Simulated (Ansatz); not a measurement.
**Two inputs for HfO2**

This input was run with Ansatz:

```yaml
crystal:
  lattice:
    - [3.55801933, 0.0, 0.0]
    - [0.0, 3.55801933, 0.0]
    - [0.0, 0.0, 5.17186121]
  atoms:
    - { symbol: Hf, position: [0.5, 0.5, 0.5] }
    - { symbol: Hf, position: [0.0, 0.0, 0.0] }
    - { symbol: O, position: [0.0, 0.5, 0.69720788] }
    - { symbol: O, position: [0.5, 0.0, 0.80279212] }
    - { symbol: O, position: [0.5, 0.0, 0.30279212] }
    - { symbol: O, position: [0.0, 0.5, 0.19720788] }
kpoints:
  mp_grid: { grid: [5, 5, 4], shift: [0.5, 0.5, 0.5] }
scf:
  occupations: { method: fermi_dirac, width: 0.01 }
  lower_state_search: light
hamiltonian:
  xc: pbe
  pseudopotentials: { kind: paw }
output:
  forces: true
  stress: true
  populations: true
  efg:
    quadrupole_moments_barn: { Hf: 3.365, O: -0.02558 }
    contact_densities: true
```

It converged. Of its output the block on the nuclei alone is shown, without the SCF iterations, energies, forces and stress (one atom of each set):

```
--- PAW observables at the nuclei: V_zz in 10²¹ V/m², potentials from the cell's mean, atoms counted from 1 ---
  atom   1  Hf V_zz =   +14.788574   η = 0.0000   by run symmetry: allowed   C_q = +1203.2773 MHz
            electrostatic potential = -14180.775422 V   contact ρ = 7528579.950754 e/Å³
  atom   3  O  V_zz =    +0.889694   η = 0.0009   by run symmetry: allowed   C_q = -0.5503 MHz
            electrostatic potential = -631.627165 V   contact ρ = 2156.335955 e/Å³
```

Question: Can these gradients be trusted, and how do they compare with a run on standard settings?

Answer: They agree with the standard run. Against the standard input the change is `scf.occupations.width`: 0.02 → 0.01; `kpoints.mp_grid.shift`: not typed → [0.5, 0.5, 0.5]; `scf.lower_state_search`: not typed → light. A site carries the number of its first atom; V_zz in 10²¹ V/m².

```csv
site,atom,V_zz standard,η standard,V_zz here,η here
Hf,1,14.78,0.00,14.79,0.00
O,3,0.89,0.00,0.89,0.00
```

No V_zz moves by more than 0.01. The gap of 4.8 eV is far wider than the smearing, so the levels stay full or empty whatever the smearing's form; with a small gap this would fail. SCF iterations: 7 and 7.

On the reference run: At this cell the PBE pressure is 10 GPa, so with PBE the cell would grow if it were relaxed. The entry's cell may itself be off. Without spin–orbit coupling the gradients at and beside Hf can be off by some per cent, at some sites by more.
